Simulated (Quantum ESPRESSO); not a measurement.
Band energies of BP

```xyz
4
Lattice="3.1560 0.0000 0.0000 -1.5780 2.7332 0.0000 0.0000 0.0000 5.2363" Properties=species:S:1:pos:R:3 pbc="T T T"
B      1.5780     0.9111     2.6204
B      0.0000     1.8221     0.0023
P      1.5780     0.9111     4.5795
P      0.0000     1.8221     1.9613
```

LDA (pw.x of Quantum ESPRESSO, ONCV potentials, no spin-orbit coupling); path ΓMKΓALHA,LM,KH; energies in eV from the valence-band maximum.

```
k (1/Å)  point  band 4  band 5  band 6  band 7  band 8  band 9  band 10  band 11
-------  -----  ------  ------  ------  ------  ------  ------  -------  -------
0.00         Γ   -2.16   -2.16   -0.46    0.00    0.00    2.74     2.74     3.22
0.31             -3.87   -2.77   -1.41   -0.92   -0.53    2.41     3.56     3.60
0.63             -6.54   -4.00   -3.73   -2.19   -1.41    1.77     4.03     4.48
0.94             -7.04   -6.43   -4.34   -3.81   -2.00    1.22     3.78     4.50
1.15         M   -7.36   -6.58   -4.47   -4.40   -2.11    1.09     3.68     4.46
1.26             -7.33   -6.56   -4.72   -4.40   -2.33    1.44     3.26     4.58
1.70             -7.48   -7.14   -5.53   -4.85   -4.77    0.91     6.44     7.02
1.81         K   -7.39   -7.39   -5.18   -5.18   -4.96    0.80     7.43     7.43
2.02             -7.40   -6.55   -6.00   -4.54   -4.36    1.14     6.28     6.56
2.32             -6.87   -5.89   -4.86   -3.14   -2.90    2.45     4.45     5.19
2.63             -5.32   -3.98   -2.77   -1.52   -1.50    3.22     3.25     4.11
2.94             -2.98   -2.49   -0.67   -0.64   -0.27    2.76     2.95     3.42
3.14         Γ   -2.16   -2.16   -0.46    0.00    0.00    2.74     2.74     3.22
3.38             -2.02   -2.02   -1.76   -0.33   -0.33    3.05     3.05     3.45
3.74         A   -5.34   -1.32   -1.32   -1.32   -1.32    3.79     3.79     4.17
4.05             -5.20   -2.88   -2.88   -1.89   -1.89    3.36     3.36     5.18
4.37             -6.13   -4.13   -4.13   -2.82   -2.82    2.47     2.47     5.04
4.68             -8.45   -3.58   -3.58   -3.42   -3.42    2.06     2.06     3.25
4.89         L   -9.21   -3.54   -3.54   -3.40   -3.40    2.13     2.13     2.65
5.11             -9.11   -4.56   -4.56   -3.18   -3.18    2.71     2.71     3.34
5.44             -8.81   -6.54   -6.54   -2.95   -2.95    3.14     3.14     4.88
5.55         H   -8.81   -6.71   -6.71   -2.92   -2.92    3.19     3.19     4.76
5.74             -8.58   -6.33   -6.33   -3.03   -3.03    3.17     3.17     5.07
6.03             -7.25   -5.00   -5.00   -3.55   -3.55    3.54     3.54     5.47
6.31             -5.53   -4.04   -4.04   -3.28   -3.28    3.81     3.81     4.86
6.69             -5.28   -1.98   -1.98   -1.57   -1.57    3.77     3.77     4.31
6.88         A   -5.34   -1.32   -1.32   -1.32   -1.32    3.79     3.79     4.17
6.88         L   -9.21   -3.54   -3.54   -3.40   -3.40    2.13     2.13     2.65
7.18             -8.18   -5.25   -4.22   -3.47   -2.62    1.37     2.58     3.58
7.48         M   -7.36   -6.58   -4.47   -4.40   -2.11    1.09     3.68     4.46
7.48         K   -7.39   -7.39   -5.18   -5.18   -4.96    0.80     7.43     7.43
7.68             -7.86   -7.64   -5.29   -4.55   -4.55    1.38     5.78     5.78
8.08         H   -8.81   -6.71   -6.71   -2.92   -2.92    3.19     3.19     4.76
```

The LDA gap is indirect, 0.80 eV, from Γ to K; the smallest direct gap is 2.74 eV.

Geometry relaxed with LDA.

This is not the ordinary phase of the substance; no match was found in the copy of COD used, and its stability was not checked.
